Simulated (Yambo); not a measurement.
```xyz
2
Lattice="0.0000 2.5136 2.5136 2.5136 0.0000 2.5136 2.5136 2.5136 0.0000" Properties=species:S:1:pos:R:3 pbc="T T T"
Li     0.0000     0.0000     0.0000
Cl     2.5136     2.5136     2.5136
```

Workflow: PBEsol (pw.x of Quantum ESPRESSO, ONCV potentials, no spin-orbit coupling), then G0W0 in Yambo (6×6×6 Γ-centred k mesh, bands 2 to 71 and a 10 Ry block in the screening, 71 bands in G with the Bruneval-Gonze terminator, plasmon pole fitted at 27.2 eV).

Give the PBEsol and G0W0 gaps between the band edges found on this mesh, and say where the edges lie.

Edges: Γ → Γ. PBEsol: 6.48 eV; G0W0: 9.37 eV. Convergence of the G0W0 settings was not tested. 

Geometry strained from the cell relaxed with PBEsol, atoms relaxed again.
